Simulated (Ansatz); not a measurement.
Method: Ansatz, DFT PBE, scalar-relativistic, plane waves, PAW. Settings: cutoff 420 eV, Γ-centred meshes spaced at most about 0.3 Å⁻¹ (2π included), Gaussian smearing. No spin polarisation in the final relaxations.

Temperature and zero-point effects are left out.

Compare these two cells of Al₃InAs₄, each relaxed at this level.

A.

Space group P-43m (No. 215). a = 5.835 Å, b = 5.835 Å, c = 5.835 Å, α = 90.00°, β = 90.00°, γ = 90.00°
```json
{"atom": "Al", "site": "3d", "symmetry": "-42.m", "x": "0.5000", "y": "0.0000", "z": "0.0000"}
{"atom": "In", "site": "1b", "symmetry": "-43m", "x": "0.5000", "y": "0.5000", "z": "0.5000"}
{"atom": "As", "site": "4e", "symmetry": ".3m", "x": "0.7606", "y": "0.2394", "z": "0.7606"}
```

B.

Space group P-4m2 (No. 115). a = 4.125 Å, b = 4.125 Å, c = 11.693 Å, α = 90.00°, β = 90.00°, γ = 90.00°
| atom | site | symmetry | x | y | z |
| --- | --- | --- | --- | --- | --- |
| Al | 2e | 2mm. | 0.0000 | 0.0000 | 0.7408 |
| Al | 1c | -4m2 | 0.5000 | 0.5000 | 0.5000 |
| In | 1b | -4m2 | 0.5000 | 0.5000 | 0.0000 |
| As | 2g | 2mm. | 0.5000 | 0.0000 | 0.6204 |
| As | 2g | 2mm. | 0.5000 | 0.0000 | 0.1407 |

Task: Which placement of the atoms is lower in energy, and by how much?

Result: They are level within the accuracy (under 1 meV/atom apart). The two share one framework of sites and differ in which element sits where. A has Al and In ordered on zinc blende sites, space group P-43m (No. 215), 24.8 Å³/atom and a gap of 1.16 eV on its mesh; B has Al and In ordered on zinc blende sites, space group P-4m2 (No. 115), 24.9 Å³/atom and a gap of 1.03 eV. Counting As atoms around Al and In (those within 1.25 times the shortest such distance or 1.15 times the sum of covalent radii), A and B both have Al 4, In 4. In A, around Al lie 4 As at 2.49 Å; around In lie 4 As at 2.63 Å; As is surrounded by 3 Al at 2.49 Å and 1 In at 2.63 Å. In B, around Al on a site of symmetry 2mm lie 4 As at 2.48–2.50 Å; In has 4 As at 2.64 Å; As on its first site is surrounded by 4 Al at 2.50 Å; 2 more sites not described. Both come from invented guesses. A third cell relaxed alike, in I-42m, lies 6 meV/atom below the lower of the two.

Kohn–Sham gaps at this level usually fall short of measured ones. Cells relaxed within their symmetry can be saddle points.
